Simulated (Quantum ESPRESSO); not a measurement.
## Mg2AlO3F (input and log of a self-consistent run)

Computed values, not a measurement. The program is pw.x of Quantum ESPRESSO 7.5 (plane-wave density functional theory). The cell is made up: 7 atoms on a zincblende/diamond lattice with one site empty, with randomly drawn elements, strain and displacements, not relaxed. PseudoDojo standard norm-conserving files (v0.5 for PBE, v0.4.1 for LDA and PBEsol) set the functional; there is no spin polarisation, spin-orbit coupling or dispersion term, and the masses in the input are unused placeholders.

Input:

```
&control calculation='scf', pseudo_dir='./dojo.nc.sr.pbe.v0_5.standard.upf', outdir='./o', disk_io='medium', tprnfor=.true., tstress=.true. /
&system ibrav=0, nat=7, ntyp=4, nbnd=30, ecutwfc=84.00895049, nosym=.true., tot_charge=0,
 occupations='smearing', smearing='fd', degauss=0.0018374661
/
&electrons conv_thr=7.350e-09, electron_maxstep=60, /
ATOMIC_SPECIES
Al 1.0 Al.upf
F 1.0 F.upf
Mg 1.0 Mg.upf
O 1.0 O.upf
CELL_PARAMETERS angstrom
4.5599 0.0 0.0
0.0 4.5599 0.0
0.0 0.0 4.5224
ATOMIC_POSITIONS angstrom
Mg -0.0016 2.2902 2.2667
Mg 2.2913 0.0152 2.2223
Al 2.3016 2.2816 -0.04
O 1.1157 1.1318 1.1347
O 1.1203 3.4235 3.4088
O 3.3893 1.1334 3.3914
F 3.351 3.4492 1.1359
K_POINTS automatic
4 4 4 1 1 1
```

The log is shortened where brackets say so; the opening notice, blank lines, dates and the lines on written files are dropped, and the path of the files is cut. It prints rydbergs, bohrs and kilobars, and counts compression as positive stress. With no partly filled state, the Fermi energy that it prints is only some level between the filled and the empty states on the mesh, and need not lie in the true gap.

```
     Program PWSCF v.7.5
     Parallel version (MPI & OpenMP), running on       1 processor cores
     Number of MPI processes:                 1
     Threads/MPI process:                     1
     [start-up lines left out]
     bravais-lattice index     =            0
     lattice parameter (alat)  =       8.6170  a.u.
     unit-cell volume          =     634.5651 (a.u.)^3
     number of atoms/cell      =            7
     number of atomic types    =            4
     number of electrons       =        48.00
     number of Kohn-Sham states=           30
     kinetic-energy cutoff     =      84.0090  Ry
     charge density cutoff     =     336.0358  Ry
     scf convergence threshold =      7.3E-09
     mixing beta               =       0.7000
     number of iterations used =            8  plain     mixing
     Exchange-correlation= PBE
                           (   1   4   3   4   0   0   0)
     [axes and pseudopotential details left out]
   Cartesian axes
     site n.     atom                  positions (alat units)
         1        Mg     tau(   1) = (  -0.0003509   0.5022479   0.4970942  )
         2        Mg     tau(   2) = (   0.5024891   0.0033334   0.4873572  )
         3        Al     tau(   3) = (   0.5047479   0.5003619  -0.0087721  )
         4        O      tau(   4) = (   0.2446764   0.2482072   0.2488432  )
         5        O      tau(   5) = (   0.2456852   0.7507840   0.7475603  )
         6        O      tau(   6) = (   0.7432838   0.2485581   0.7437444  )
         7        F      tau(   7) = (   0.7348845   0.7564201   0.2491063  )
     number of k points=    32  Fermi-Dirac smearing, width (Ry)=  0.0018
                       cart. coord. in units 2pi/alat
        k(    1) = (   0.1250000   0.1250000   0.1260365), wk =   0.0625000
        k(    2) = (   0.1250000   0.1250000   0.3781095), wk =   0.0625000
     [further k points left out]
     Dense  grid:    66073 G-vectors     FFT dimensions: (  54,  54,  50)
     Estimated max dynamical RAM per process >      79.34 MB
     Initial potential from superposition of free atoms
     starting charge      47.9959, renormalised to      48.0000
     Starting wfcs are   30 randomized atomic wfcs
     total cpu time spent up to now is        4.0 secs
     per-process dynamical memory:    57.1 Mb
     Self-consistent Calculation
     iteration #  1     ecut=    84.01 Ry     beta= 0.70
     Davidson diagonalization with overlap
     ethr =  1.00E-02,  avg # of iterations =  5.3
     total cpu time spent up to now is       15.9 secs
     total energy              =    -390.48227642 Ry
     estimated scf accuracy    <       1.91820918 Ry
     iteration #  2     ecut=    84.01 Ry     beta= 0.70
     Davidson diagonalization with overlap
     ethr =  4.00E-03,  avg # of iterations =  2.3
     total cpu time spent up to now is       30.5 secs
     total energy              =    -390.77512695 Ry
     estimated scf accuracy    <       3.14129627 Ry
     iteration #  3     ecut=    84.01 Ry     beta= 0.70
     Davidson diagonalization with overlap
     ethr =  4.00E-03,  avg # of iterations =  2.0
     total cpu time spent up to now is       41.3 secs
     total energy              =    -391.36229419 Ry
     estimated scf accuracy    <       0.04977097 Ry
     iteration #  4     ecut=    84.01 Ry     beta= 0.70
     Davidson diagonalization with overlap
     ethr =  1.04E-04,  avg # of iterations =  6.0
     total cpu time spent up to now is       52.7 secs
     total energy              =    -391.37256317 Ry
     estimated scf accuracy    <       0.01056909 Ry
     iteration #  5     ecut=    84.01 Ry     beta= 0.70
     Davidson diagonalization with overlap
     ethr =  2.20E-05,  avg # of iterations =  4.5
     total cpu time spent up to now is       64.0 secs
     total energy              =    -391.37348768 Ry
     estimated scf accuracy    <       0.00298486 Ry
     iteration #  6     ecut=    84.01 Ry     beta= 0.70
     Davidson diagonalization with overlap
     ethr =  6.22E-06,  avg # of iterations =  2.7
     total cpu time spent up to now is       74.7 secs
     total energy              =    -391.37405833 Ry
     estimated scf accuracy    <       0.00033293 Ry
     iteration #  7     ecut=    84.01 Ry     beta= 0.70
     Davidson diagonalization with overlap
     ethr =  6.94E-07,  avg # of iterations =  2.6
     total cpu time spent up to now is       83.9 secs
     total energy              =    -391.37409288 Ry
     estimated scf accuracy    <       0.00002006 Ry
     iteration #  8     ecut=    84.01 Ry     beta= 0.70
     Davidson diagonalization with overlap
     ethr =  4.18E-08,  avg # of iterations =  2.0
     total cpu time spent up to now is       95.6 secs
     total energy              =    -391.37409758 Ry
     estimated scf accuracy    <       0.00000226 Ry
     iteration #  9     ecut=    84.01 Ry     beta= 0.70
     Davidson diagonalization with overlap
     ethr =  4.72E-09,  avg # of iterations =  2.0
     total cpu time spent up to now is      106.4 secs
     total energy              =    -391.37409790 Ry
     estimated scf accuracy    <       0.00000052 Ry
     iteration # 10     ecut=    84.01 Ry     beta= 0.70
     Davidson diagonalization with overlap
     ethr =  1.09E-09,  avg # of iterations =  2.0
     total cpu time spent up to now is      116.7 secs
     total energy              =    -391.37409797 Ry
     estimated scf accuracy    <       0.00000009 Ry
     iteration # 11     ecut=    84.01 Ry     beta= 0.70
     Davidson diagonalization with overlap
     ethr =  1.78E-10,  avg # of iterations =  2.0
     total cpu time spent up to now is      127.0 secs
     End of self-consistent calculation
          k = 0.1250 0.1250 0.1260 (  8261 PWs)   bands (ev):
   -69.4023 -69.2766 -36.2587 -36.1693 -36.1610 -36.1333 -36.0605 -36.0416
   -20.9149 -12.5489 -11.9657 -11.7945  -3.3485  -2.7596  -2.0728   0.0625
     1.3385   1.6279   1.8136   2.1175   2.5388   2.6856   3.1789   3.3902
     6.4281   9.2235   9.4661   9.9683  12.6401  13.8497
     [levels at the other k points left out]
     the Fermi energy is     5.2231 ev
!    total energy              =    -391.37409798 Ry
     estimated scf accuracy    <          2.1E-09 Ry
     smearing contrib. (-TS)   =       0.00000000 Ry
     internal energy E=F+TS    =    -391.37409798 Ry
     The total energy is F=E-TS. E is the sum of the following terms:
     one-electron contribution =    -264.84895475 Ry
     hartree contribution      =     144.84229117 Ry
     xc contribution           =     -70.25678964 Ry
     ewald contribution        =    -201.11064476 Ry
     convergence has been achieved in  11 iterations
     Forces acting on atoms (cartesian axes, Ry/au):
     atom    1 type  3   force =     0.03123576   -0.02993724    0.02585120
     atom    2 type  3   force =    -0.05395181    0.03295762    0.04915373
     atom    3 type  1   force =    -0.08856162   -0.06420114   -0.05627119
     atom    4 type  4   force =     0.08363835    0.08868064   -0.04504671
     atom    5 type  4   force =     0.09371077   -0.06225144    0.02977071
     atom    6 type  4   force =    -0.05439305    0.09233102    0.03648627
     atom    7 type  2   force =    -0.01167840   -0.05757947   -0.03994402
     Total force =     0.269033     Total SCF correction =     0.000111
     Computing stress (Cartesian axis) and pressure
          total   stress  (Ry/bohr**3)                   (kbar)     P=      -84.25
  -0.00057516  -0.00005368   0.00017716          -84.61       -7.90       26.06
  -0.00005368  -0.00057375   0.00025221           -7.90      -84.40       37.10
   0.00017716   0.00025221  -0.00056935           26.06       37.10      -83.75
     init_run     :      3.81s CPU      3.93s WALL (       1 calls)
     electrons    :    112.24s CPU    122.99s WALL (       1 calls)
     forces       :      1.89s CPU      1.93s WALL (       1 calls)
     stress       :      7.47s CPU      7.55s WALL (       1 calls)
     [timing details left out]
     PWSCF        :   2m 5.61s CPU   2m16.83s WALL
     JOB DONE.
```

In other units: free energy -5324.916 eV for the cell, pressure -8.43 GPa, largest force component 2.409 eV/Å. A rerun of the same cell at another strain at 1437 eV and a 6 x 6 x 6 mesh moved values by no more than 0.002 eV in energy, 0.04 GPa in stress and 0.004 eV/Å in force.